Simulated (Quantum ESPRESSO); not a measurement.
Empty bands for a GW run on AlP (zinc blende, space group F-43m, No. 216): 151 bands on a 4×4×4 mesh, PBEsol, PseudoDojo standard norm-conserving files, scalar-relativistic, Quantum ESPRESSO. The input, in which only the diagonalization keyword changes:

```
&CONTROL
  calculation = 'nscf'
  pseudo_dir = './pseudo'
  outdir = './out'
/
&SYSTEM
  ibrav = 0
  nat = 2
  ntyp = 2
  ecutwfc = 44.0
  ecutrho = 176.0
  occupations = 'fixed'
  force_symmorphic = .true.
  nbnd = 151
/
&ELECTRONS
  conv_thr = 2e-09
  diago_full_acc = .true.
  diago_thr_init = 1e-08
  diagonalization = 'david'
/
ATOMIC_SPECIES
Al 26.9815 Al.upf
P 30.9738 P.upf
CELL_PARAMETERS angstrom
  0.000000000000   2.734886897000   2.734886897000
  2.734886897000   0.000000000000   2.734886897000
  2.734886897000   2.734886897000   0.000000000000
ATOMIC_POSITIONS crystal
Al   0.000000000000   0.000000000000   0.000000000000
P   0.250000000000   0.250000000000   0.250000000000
K_POINTS automatic
4 4 4 0 0 0
```

| diagonalization | mean iterations per k point | rough time | largest change of an eigenvalue (eV) |
|---|---|---|---|
| david | 20 | 1 | – |
| cg | 42 | about 2× | 3e-07 |
| paro | 14 | within a factor of two | 3e-09 |

An iteration means different work in each solver, so the counts don't rank them. Times are rough ratios from shared machines.

Geometry relaxed with PBEsol.
